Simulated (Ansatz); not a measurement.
An Ansatz (a program for electronic structure) run. Input:

Ansatz 0.2 input:
```yaml
crystal:
  lattice:
    - [3.743449895, 0.0, 0.0]
    - [-1.8717249475, 3.2419227069, 0.0]
    - [0.0, 0.0, 24.4909587659]
  atoms:
    - { symbol: Zn, position: [0.0, 0.0, 0.0000597841] }
    - { symbol: Zn, position: [0.0, 0.0, 0.5000597841] }
    - { symbol: Zn, position: [0.3333333333, 0.6666666667, 0.1249558428] }
    - { symbol: Zn, position: [0.6666666667, 0.3333333333, 0.6249558428] }
    - { symbol: Zn, position: [0.3333333333, 0.6666666667, 0.3752025702] }
    - { symbol: Zn, position: [0.6666666667, 0.3333333333, 0.8752025702] }
    - { symbol: Zn, position: [0.3333333333, 0.6666666667, 0.7500321267] }
    - { symbol: Zn, position: [0.6666666667, 0.3333333333, 0.2500321267] }
    - { symbol: S, position: [0.0, 0.0, 0.0936994857] }
    - { symbol: S, position: [0.0, 0.0, 0.5936994857] }
    - { symbol: S, position: [0.3333333333, 0.6666666667, 0.2185839734] }
    - { symbol: S, position: [0.6666666667, 0.3333333333, 0.7185839734] }
    - { symbol: S, position: [0.3333333333, 0.6666666667, 0.4687978129] }
    - { symbol: S, position: [0.6666666667, 0.3333333333, 0.9687978129] }
    - { symbol: S, position: [0.3333333333, 0.6666666667, 0.8438684043] }
    - { symbol: S, position: [0.6666666667, 0.3333333333, 0.3438684043] }
kpoints:
  mp_grid: { grid: [9, 9, 2] }
hamiltonian:
  xc: lda
  pseudopotentials: { kind: paw }
scf:
  occupations: { method: fixed }
elastic: { mode: relaxed_ion, stencil: two_point, amplitude: 0.005, f_tol: 0.0005 }
output: { polarization: {} }
```

Output (shortened):

```
Pseudopotential: Zn, paw, valence charge 12
Pseudopotential: S, paw, valence charge 6
Functional definition: SPW92
Crystal: 16 atoms, lattice volume = 297.222 Å³
Basis set: ecut = 420 eV, 5829 PW (Γ)
Bands: 88, of which v1, the nominal top of the filled ones, is band 72 counted from 1 (71 counted from 0)
Symmetry: 12 space group operations
Space group: P63mc (ITA 186), of the structure as read, at distance tolerance 6.7e-5 Å
k-points: 24 of 162
SCF 1 converged in 15 iterations: F = -32939.503655 eV  dr2 = 5.15e-14
Crystal: 16 atoms, lattice volume = 295.736 Å³
Basis set: ecut = 420 eV, 5817 PW (Γ)
Symmetry: 4 space group operations
k-points: 50 of 162
SCF 2 converged in 15 iterations: F = -32939.499508 eV  dr2 = 2.97e-14
relax step   1: F+E_penalty+E_count = -32939.49950760 eV  Δ(F+E_penalty+E_count) = +0.000e0 eV  max|allowed force component| = 3.649e-2 eV/Å  Δτ_max = 0.0000 Å  (15 SCF iters, accepted)
Crystal: 16 atoms, lattice volume = 295.736 Å³
SCF 3 converged in 11 iterations: F = -32939.500006 eV  dr2 = 1.30e-14
relax step   2: F+E_penalty+E_count = -32939.50000595 eV  Δ(F+E_penalty+E_count) = -4.983e-4 eV  max|allowed force component| = 2.214e-2 eV/Å  Δτ_max = 0.0075 Å  (11 SCF iters, accepted)
Crystal: 16 atoms, lattice volume = 295.736 Å³
SCF 4 converged in 10 iterations: F = -32939.500368 eV  dr2 = 9.89e-14
relax step   3: F+E_penalty+E_count = -32939.50036766 eV  Δ(F+E_penalty+E_count) = -3.617e-4 eV  max|allowed force component| = 6.032e-4 eV/Å  Δτ_max = 0.0056 Å  (10 SCF iters, accepted)
Crystal: 16 atoms, lattice volume = 295.736 Å³
SCF 5 converged in 11 iterations: F = -32939.500365 eV  dr2 = 1.13e-14
relax step   4: F+E_penalty+E_count = -32939.50036541 eV  Δ(F+E_penalty+E_count) = +2.256e-6 eV  max|allowed force component| = 2.670e-3 eV/Å  Δτ_max = 0.0026 Å  (11 SCF iters, rejected (line search))
Crystal: 16 atoms, lattice volume = 295.736 Å³
SCF 6 converged in 10 iterations: F = -32939.500369 eV  dr2 = 3.05e-14
relax step   5: F+E_penalty+E_count = -32939.50036897 eV  Δ(F+E_penalty+E_count) = -1.305e-6 eV  max|allowed force component| = 1.248e-4 eV/Å  Δτ_max = 0.0010 Å  (10 SCF iters, accepted)
Crystal: 16 atoms, lattice volume = 295.736 Å³
SCF 7 converged in 2 iterations: F = -32939.500369 eV  dr2 = 1.55e-14
Crystal: 16 atoms, lattice volume = 298.708 Å³
Basis set: ecut = 420 eV, 5865 PW (Γ)
SCF 8 converged in 15 iterations: F = -32939.499654 eV  dr2 = 3.68e-14
relax step   1: F+E_penalty+E_count = -32939.49965386 eV  Δ(F+E_penalty+E_count) = +0.000e0 eV  max|allowed force component| = 3.467e-2 eV/Å  Δτ_max = 0.0000 Å  (15 SCF iters, accepted)
Crystal: 16 atoms, lattice volume = 298.708 Å³
SCF 9 converged in 11 iterations: F = -32939.500115 eV  dr2 = 1.13e-14
relax step   2: F+E_penalty+E_count = -32939.50011540 eV  Δ(F+E_penalty+E_count) = -4.615e-4 eV  max|allowed force component| = 2.101e-2 eV/Å  Δτ_max = 0.0074 Å  (11 SCF iters, accepted)
Crystal: 16 atoms, lattice volume = 298.708 Å³
SCF 10 converged in 11 iterations: F = -32939.500451 eV  dr2 = 1.30e-14
relax step   3: F+E_penalty+E_count = -32939.50045055 eV  Δ(F+E_penalty+E_count) = -3.351e-4 eV  max|allowed force component| = 1.669e-3 eV/Å  Δτ_max = 0.0081 Å  (11 SCF iters, accepted)
Crystal: 16 atoms, lattice volume = 298.708 Å³
SCF 11 converged in 11 iterations: F = -32939.500447 eV  dr2 = 2.13e-14
relax step   4: F+E_penalty+E_count = -32939.50044750 eV  Δ(F+E_penalty+E_count) = +3.048e-6 eV  max|allowed force component| = 2.828e-3 eV/Å  Δτ_max = 0.0036 Å  (11 SCF iters, rejected (line search))
Crystal: 16 atoms, lattice volume = 298.708 Å³
SCF 12 converged in 10 iterations: F = -32939.500453 eV  dr2 = 6.01e-14
relax step   5: F+E_penalty+E_count = -32939.50045324 eV  Δ(F+E_penalty+E_count) = -2.696e-6 eV  max|allowed force component| = 1.151e-4 eV/Å  Δτ_max = 0.0014 Å  (10 SCF iters, accepted)
Crystal: 16 atoms, lattice volume = 298.708 Å³
SCF 13 converged in 2 iterations: F = -32939.500453 eV  dr2 = 2.96e-14
Crystal: 16 atoms, lattice volume = 295.736 Å³
Basis set: ecut = 420 eV, 5805 PW (Γ)
SCF 14 converged in 15 iterations: F = -32939.499027 eV  dr2 = 2.56e-14
relax step   1: F+E_penalty+E_count = -32939.49902749 eV  Δ(F+E_penalty+E_count) = +0.000e0 eV  max|allowed force component| = 4.139e-2 eV/Å  Δτ_max = 0.0000 Å  (15 SCF iters, accepted)
Crystal: 16 atoms, lattice volume = 295.736 Å³
SCF 15 converged in 10 iterations: F = -32939.499535 eV  dr2 = 2.81e-14
relax step   2: F+E_penalty+E_count = -32939.49953540 eV  Δ(F+E_penalty+E_count) = -5.079e-4 eV  max|allowed force component| = 2.799e-2 eV/Å  Δτ_max = 0.0011 Å  (10 SCF iters, accepted)
Crystal: 16 atoms, lattice volume = 295.736 Å³
SCF 16 converged in 11 iterations: F = -32939.499977 eV  dr2 = 8.02e-15
relax step   3: F+E_penalty+E_count = -32939.49997721 eV  Δ(F+E_penalty+E_count) = -4.418e-4 eV  max|allowed force component| = 5.031e-4 eV/Å  Δτ_max = 0.0020 Å  (11 SCF iters, accepted)
Crystal: 16 atoms, lattice volume = 295.736 Å³
SCF 17 converged in 10 iterations: F = -32939.499975 eV  dr2 = 3.91e-14
relax step   4: F+E_penalty+E_count = -32939.49997530 eV  Δ(F+E_penalty+E_count) = +1.912e-6 eV  max|allowed force component| = 2.758e-3 eV/Å  Δτ_max = 0.0004 Å  (10 SCF iters, rejected (line search))
Crystal: 16 atoms, lattice volume = 295.736 Å³
SCF 18 converged in 10 iterations: F = -32939.499977 eV  dr2 = 2.83e-14
relax step   5: F+E_penalty+E_count = -32939.49997730 eV  Δ(F+E_penalty+E_count) = -9.131e-8 eV  max|allowed force component| = 1.459e-5 eV/Å  Δτ_max = 0.0001 Å  (10 SCF iters, accepted)
Crystal: 16 atoms, lattice volume = 295.736 Å³
SCF 19 converged in 2 iterations: F = -32939.499977 eV  dr2 = 1.22e-14
Crystal: 16 atoms, lattice volume = 298.708 Å³
Basis set: ecut = 420 eV, 5831 PW (Γ)
SCF 20 converged in 15 iterations: F = -32939.499171 eV  dr2 = 2.90e-14
relax step   1: F+E_penalty+E_count = -32939.49917108 eV  Δ(F+E_penalty+E_count) = +0.000e0 eV  max|allowed force component| = 3.726e-2 eV/Å  Δτ_max = 0.0000 Å  (15 SCF iters, accepted)
Crystal: 16 atoms, lattice volume = 298.708 Å³
SCF 21 converged in 10 iterations: F = -32939.499602 eV  dr2 = 5.15e-14
relax step   2: F+E_penalty+E_count = -32939.49960173 eV  Δ(F+E_penalty+E_count) = -4.306e-4 eV  max|allowed force component| = 2.550e-2 eV/Å  Δτ_max = 0.0010 Å  (10 SCF iters, accepted)
Crystal: 16 atoms, lattice volume = 298.708 Å³
SCF 22 converged in 11 iterations: F = -32939.499994 eV  dr2 = 1.04e-14
relax step   3: F+E_penalty+E_count = -32939.49999384 eV  Δ(F+E_penalty+E_count) = -3.921e-4 eV  max|allowed force component| = 1.865e-3 eV/Å  Δτ_max = 0.0021 Å  (11 SCF iters, accepted)
Crystal: 16 atoms, lattice volume = 298.708 Å³
SCF 23 converged in 9 iterations: F = -32939.499995 eV  dr2 = 7.18e-14
relax step   4: F+E_penalty+E_count = -32939.49999461 eV  Δ(F+E_penalty+E_count) = -7.680e-7 eV  max|allowed force component| = 1.221e-4 eV/Å  Δτ_max = 0.0002 Å  (9 SCF iters, accepted)
Crystal: 16 atoms, lattice volume = 298.708 Å³
SCF 24 converged in 2 iterations: F = -32939.499995 eV  dr2 = 2.99e-14
Crystal: 16 atoms, lattice volume = 297.220 Å³
Basis set: ecut = 420 eV, 5821 PW (Γ)
Symmetry: 2 space group operations
k-points: 50 of 162 (time reversal used)
SCF 25 converged in 13 iterations: F = -32939.502669 eV  dr2 = 4.23e-15
relax step   1: F+E_penalty+E_count = -32939.50266942 eV  Δ(F+E_penalty+E_count) = +0.000e0 eV  max|allowed force component| = 2.137e-2 eV/Å  Δτ_max = 0.0000 Å  (13 SCF iters, accepted)
Crystal: 16 atoms, lattice volume = 297.220 Å³
SCF 26 converged in 9 iterations: F = -32939.502794 eV  dr2 = 3.49e-14
relax step   2: F+E_penalty+E_count = -32939.50279396 eV  Δ(F+E_penalty+E_count) = -1.245e-4 eV  max|allowed force component| = 1.455e-2 eV/Å  Δτ_max = 0.0006 Å  (9 SCF iters, accepted)
Crystal: 16 atoms, lattice volume = 297.220 Å³
SCF 27 converged in 10 iterations: F = -32939.502904 eV  dr2 = 1.04e-14
relax step   3: F+E_penalty+E_count = -32939.50290357 eV  Δ(F+E_penalty+E_count) = -1.096e-4 eV  max|allowed force component| = 2.031e-4 eV/Å  Δτ_max = 0.0012 Å  (10 SCF iters, accepted)
Crystal: 16 atoms, lattice volume = 297.220 Å³
SCF 28 converged in 2 iterations: F = -32939.502904 eV  dr2 = 4.55e-15
Crystal: 16 atoms, lattice volume = 297.220 Å³
SCF 29 converged in 12 iterations: F = -32939.502669 eV  dr2 = 6.07e-14
relax step   1: F+E_penalty+E_count = -32939.50266942 eV  Δ(F+E_penalty+E_count) = +0.000e0 eV  max|allowed force component| = 2.137e-2 eV/Å  Δτ_max = 0.0000 Å  (12 SCF iters, accepted)
Crystal: 16 atoms, lattice volume = 297.220 Å³
SCF 30 converged in 9 iterations: F = -32939.502794 eV  dr2 = 3.41e-14
relax step   2: F+E_penalty+E_count = -32939.50279396 eV  Δ(F+E_penalty+E_count) = -1.245e-4 eV  max|allowed force component| = 1.455e-2 eV/Å  Δτ_max = 0.0006 Å  (9 SCF iters, accepted)
Crystal: 16 atoms, lattice volume = 297.220 Å³
SCF 31 converged in 10 iterations: F = -32939.502904 eV  dr2 = 1.04e-14
relax step   3: F+E_penalty+E_count = -32939.50290357 eV  Δ(F+E_penalty+E_count) = -1.096e-4 eV  max|allowed force component| = 2.031e-4 eV/Å  Δτ_max = 0.0012 Å  (10 SCF iters, accepted)
Crystal: 16 atoms, lattice volume = 297.220 Å³
SCF 32 converged in 2 iterations: F = -32939.502904 eV  dr2 = 4.59e-15
SCF converged after 15 iterations
Free energy (F): -32939.503655 eV
Harris-Foulkes:  -32939.503655 eV  (|F-HF|=7.28e-12)
Internal energy: -32939.503655 eV  (E = F + TS)
E sigma→0 (E₀):  -32939.503655 eV
Fermi energy:    6.321202 eV
--- Per-component energies (eV) ---
  E_band       = 70.767151
  E_kinetic    = 1922.114529
  E_local      = -16057.378472  (includes V_loc(G=0)·N_el)
  E_nonlocal   = 5167.523645
  E_hartree    = 6699.833137
  E_xc         = -1860.835714
  E_vxc        = -1138.578113  (∫ρ·V_xc dr)
  E_paw        = -18597.594373  (= ΣΔE_a)
  E_vpaw       = -3222.577749  (= ΣTr[D̂ρ^β])
  E_aug_tail   = -0.002942  (compensation charges beyond the density's cutoff)
  E_ewald      = -10226.846175
  E_core_change = 13.682711  (= ΣΔE_core)
  E_smearing   =  0.000000  (= −TS)
  E_closure    = 0.000000  (closes the sum)
  Σ components = -32939.503655   (vs F -32939.503655, Δ=0.00e0)
--- Forces (eV/Å), atoms counted from 1 ---
  atom   1  Zn     0.00000000     0.00000000    -0.00016584
  atom   2  Zn     0.00000000     0.00000000    -0.00016584
  atom   3  Zn     0.00000000     0.00000000    -0.00026758
  atom   4  Zn     0.00000000     0.00000000    -0.00026758
  atom   5  Zn     0.00000000     0.00000000     0.00020127
  atom   6  Zn     0.00000000     0.00000000     0.00020127
  atom   7  Zn     0.00000000     0.00000000    -0.00018916
  atom   8  Zn     0.00000000     0.00000000    -0.00018916
  atom   9  S      0.00000000     0.00000000     0.00017267
  atom  10  S      0.00000000     0.00000000     0.00017267
  atom  11  S      0.00000000     0.00000000     0.00017528
  atom  12  S      0.00000000     0.00000000     0.00017528
  atom  13  S      0.00000000     0.00000000    -0.00006800
  atom  14  S      0.00000000     0.00000000    -0.00006800
  atom  15  S      0.00000000     0.00000000     0.00014601
  atom  16  S      0.00000000     0.00000000     0.00014601
  max |Σ_I F_I| component: 9.28e-6 eV/Å
--- Stress (GPa, compression-positive) ---
        0.000141       0.000000       0.000000
        0.000000       0.000141       0.000000
        0.000000       0.000000      -0.000435
  P = ⅓ Tr σ = -0.0001 GPa (-0.001 kbar)
--- Band table (eV; the first three rows and the last of 24) ---
  k-point 0: bands = ["-7.2533", "-7.1256", "-7.1164", "-6.7762", "-6.7695", "-6.3767", "-6.3670", "-6.1851", "-0.4392", "-0.4274", "-0.4245", "-0.4223", "-0.4223", "-0.4114", "-0.4114", "-0.4058", "-0.3931", "-0.3905", "-0.3905", "-0.3622", "-0.3622", …
  k-point 1: bands = ["-7.2196", "-7.2196", "-6.9667", "-6.9667", "-6.5636", "-6.5636", "-6.2350", "-6.2350", "-0.4347", "-0.4347", "-0.4214", "-0.4214", "-0.4181", "-0.4181", "-0.4181", "-0.4181", "-0.3779", "-0.3779", "-0.3779", "-0.3779", "-0.3330", …
  k-point 2: bands = ["-7.1597", "-7.0357", "-7.0267", "-6.6980", "-6.6912", "-6.3149", "-6.3051", "-6.1323", "-0.4514", "-0.4476", "-0.4278", "-0.4170", "-0.4160", "-0.4041", "-0.4038", "-0.3918", "-0.3799", "-0.3721", "-0.3710", "-0.3396", "-0.3334", …
  k-point 23: bands = ["-5.9233", "-5.9233", "-5.9191", "-5.9191", "-5.9127", "-5.9127", "-5.8982", "-5.8982", "-0.3459", "-0.3459", "-0.3249", "-0.3249", "-0.3051", "-0.3051", "-0.2356", "-0.2356", "-0.2234", "-0.2234", "-0.1670", "-0.1670", "-0.1587", …
--- Elastic constants: 3 strain directions × 2 members + reference (group order 12) ---
  dense FFT box of the reference and of every strained cell: 27×27×180
  strains applied: 11, 33, 23; error gains …
  C = ∂σ_k/∂η_j (tension-positive GPa; Voigt order 11 22 33 23 13 12):
       139.569     67.002     51.606      0.000      0.000      0.000
        67.002    139.569     51.606      0.000      0.000      0.000
        51.621     51.621    157.998      0.000      0.000      0.000
         0.000      0.000      0.000     31.943      0.000      0.000
         0.000      0.000      0.000      0.000     31.943      0.000
         0.000      0.000      0.000      0.000      0.000     36.284
  reference stress σ⁰ (GPa):      0.000      0.000      0.000      0.000      0.000      0.000
  moduli (Voigt/Reuss/Hill, GPa): K = 86.40/86.39/86.40   G = 37.83/36.57/37.20   E = 97.59   ν = 0.312
  mechanically stable: yes (min eigenvalue of sym C = 31.94 GPa)
  e, the proper piezoelectric tensor (elastic.mode: relaxed_ion; C/m²; rows x y z; Voigt order 11 22 33 23 13 12):
       0.00000    0.00000    0.00000    0.00000   -0.09438    0.00000
       0.00000    0.00000    0.00000   -0.09438    0.00000    0.00000
      -0.10982   -0.10982    0.18149    0.00000    0.00000    0.00000
  ±, each entry's uncertainty from the finite density of the strings (C/m²), an estimate: the size of the correction for it that the entry includes:
       0.00000    0.00000    0.00000    0.00000    0.00193    0.00000
       0.00000    0.00000    0.00000    0.00193    0.00000    0.00000
       0.00182    0.00182    0.00034    0.00000    0.00000    0.00000
  strain η (Voigt 11):  stress-route row diagonal C_11 = 139.57 GPa, energy-path curvature d²(F+E_count+ΔE)/dδ²/Ω₀ = 139.56 GPa
         δ    σ_11 (GPa)             F (eV)   n_scf  n_hpsi   n_pw
    -5.000e-3      -0.7050      -32939.5003690       2   31032   5817   relax 5 steps, max|allowed force component| 1.25e-4 eV/Å
     5.000e-3       0.6907      -32939.5004532       2   30956   5886   relax 5 steps, max|allowed force component| 1.15e-4 eV/Å
  strain η (Voigt 33):  stress-route row diagonal C_33 = 158.00 GPa, energy-path curvature d²(F+E_count+ΔE)/dδ²/Ω₀ = 158.00 GPa
         δ    σ_33 (GPa)             F (eV)   n_scf  n_hpsi   n_pw
    -5.000e-3      -0.7949      -32939.4999773       2   14876   5830   relax 5 steps, max|allowed force component| 1.46e-5 eV/Å
     5.000e-3       0.7850      -32939.4999946       2   14874   5878   relax 4 steps, max|allowed force component| 1.22e-4 eV/Å
  strain η (Voigt 23):  stress-route row diagonal C_44 = 31.94 GPa, energy-path curvature d²(F+E_count+ΔE)/dδ²/Ω₀ = 31.95 GPa
         δ    σ_23 (GPa)             F (eV)   n_scf  n_hpsi   n_pw
    -5.000e-3      -0.1597      -32939.5029036       2   30995   5856   relax 3 steps, max|allowed force component| 2.03e-4 eV/Å
     5.000e-3       0.1597      -32939.5029036       2   31058   5856   relax 3 steps, max|allowed force component| 2.03e-4 eV/Å
--- Formal polarisation (Berry phase): one branch of a lattice of values; only differences between neighbouring runs are physical ---
  axis  mesh            electronic          ionic      p = total  spread (rad)  least overlap  resolved gap  δp at fixed H ≤   (phases in cycles; p mod 2 …
  b1    9×9×2           0.00000000    54.00000000    54.00000000      0.000000         0.8926        2.1421           2.3e-5
  b2    9×9×2           0.00000000    54.00000000    54.00000000      0.000000         0.8926        2.1421           2.3e-5
  b3    9×9×2           0.99461657    67.50540389    68.50002045      0.202488         0.9410        2.1421           4.0e-6
  quantum along a1:   0.02518962 e/Å² =    40.358215 µC/cm²
  quantum along a2:   0.02518962 e/Å² =    40.358215 µC/cm²
  quantum along a3:   0.16479928 e/Å² =   264.037559 µC/cm²
  P = (  0.34005982,   0.58900089,   5.64437709) e/Å² = (  544.835898,   943.683457,  9043.289084) µC/cm²  (mod the quanta)
```

Cost: very roughly 60 core-minutes on shared cores.

Space group P6_3mc. The workflow started from an entry of the Crystallography Open Database (COD). Its sites differ from those of the usual phase in this space group: another stacking or structure type. The LDA relaxation kept the symmetry of its start; whether a distortion lowers the energy is not shown.

Potentials: the later of the program's two PAW sets.

Ansatz is a plane-wave DFT program.
